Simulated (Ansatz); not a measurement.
TaS2:
```cif
data_S4Ta2
_chemical_formula_sum 'Ta2 S4'
_space_group_name_H-M_alt 'P 1'
_space_group_IT_number 1
_cell_length_a 3.27013
_cell_length_b 3.27013
_cell_length_c 11.55244
_cell_angle_alpha 90.000
_cell_angle_beta 90.000
_cell_angle_gamma 120.000
loop_
_space_group_symop_operation_xyz
  'x, y, z'
loop_
_atom_site_label
_atom_site_type_symbol
_atom_site_fract_x
_atom_site_fract_y
_atom_site_fract_z
_atom_site_occupancy
Ta1 Ta 0.00000 0.00000 0.25000 1
Ta2 Ta 0.00000 0.00000 0.75000 1
S1 S 0.33333 0.66667 0.11570 1
S2 S 0.66667 0.33333 0.88430 1
S3 S 0.66667 0.33333 0.61570 1
S4 S 0.33333 0.66667 0.38430 1
```

Relaxed with LDA.

Question: Which orbitals make up the states near the Fermi level in LDA (plane waves, PAW; program Ansatz)?

Answer: Within 0.5 eV of the Fermi level: Ta 5d 63 %, S 3p 31 %. Projections are on Löwdin-orthogonalised atomic valence shells; empty p or d shells of many metals are not among them.

Question: Tabulate the density of states.

Answer: States/eV per cell of 6 atoms, in 0.25 eV bins, energy from the Fermi level.

```csv
E (eV),total,S 3p,Ta 5d,S 3s
-7.85,0.00,0.00,0.00,0.00
-7.60,0.00,0.00,0.00,0.00
-7.35,0.00,0.00,0.00,0.00
-7.10,0.00,0.00,0.00,0.00
-6.85,0.00,0.00,0.00,0.00
-6.60,0.11,0.07,0.03,0.01
-6.35,0.28,0.18,0.07,0.02
-6.10,1.10,0.71,0.23,0.05
-5.85,2.87,1.88,0.57,0.12
-5.60,4.17,2.71,0.97,0.12
-5.35,4.33,2.77,1.12,0.09
-5.10,4.70,3.09,1.26,0.12
-4.85,3.67,2.48,0.94,0.13
-4.60,3.60,2.47,0.76,0.19
-4.35,3.47,2.24,0.64,0.27
-4.10,3.03,1.94,0.65,0.19
-3.85,6.72,4.17,1.79,0.43
-3.60,4.26,2.64,1.15,0.29
-3.35,4.05,2.81,0.97,0.13
-3.10,5.26,3.59,1.43,0.10
-2.85,6.13,4.18,1.70,0.10
-2.60,4.94,3.48,1.26,0.08
-2.35,5.07,3.40,1.48,0.06
-2.10,5.92,4.20,1.49,0.07
-1.85,6.31,4.56,1.48,0.09
-1.60,5.04,3.88,0.93,0.09
-1.35,4.78,3.76,0.81,0.09
-1.10,2.55,2.04,0.37,0.07
-0.85,1.78,1.38,0.30,0.06
-0.60,1.22,0.84,0.30,0.03
-0.35,3.09,1.25,1.62,0.06
-0.10,6.04,1.76,3.87,0.11
0.15,3.19,0.86,2.15,0.05
0.40,2.08,0.52,1.45,0.04
0.65,1.21,0.32,0.83,0.03
0.90,0.44,0.14,0.26,0.02
1.15,0.30,0.10,0.18,0.02
1.40,0.20,0.07,0.11,0.01
1.65,0.10,0.03,0.06,0.01
1.90,0.00,0.00,0.00,0.00
2.15,0.00,0.00,0.00,0.00
2.40,0.01,0.00,0.00,0.00
2.65,1.74,0.45,1.08,0.03
2.90,3.26,0.85,2.04,0.07
3.15,7.11,2.17,4.32,0.11
3.40,7.31,1.95,4.69,0.18
3.65,6.36,1.42,4.36,0.14
3.90,5.44,1.21,3.48,0.17
4.15,7.37,1.75,4.65,0.23
4.40,5.95,1.66,3.42,0.20
4.65,5.03,1.48,2.60,0.17
```

Space group P6_3/mmc. The workflow started from a Materials Project entry (that database holds measured and hypothetical structures alike); the Crystallography Open Database files this formula in space group No. 194, but the cells were not matched. It is not the phase usual at ambient conditions (space group No. 164). The cell was relaxed with LDA under the symmetry of its start; whether a distortion lowers the energy is not shown. The run is not spin-polarised. A crystal of weakly bound layers computed without a dispersion correction: the cell and the soft elastic constants depend strongly on that. Scalar-relativistic: spin–orbit coupling is off unless named, which matters more the heavier the elements.

Potentials: the later of the program's two PAW sets.
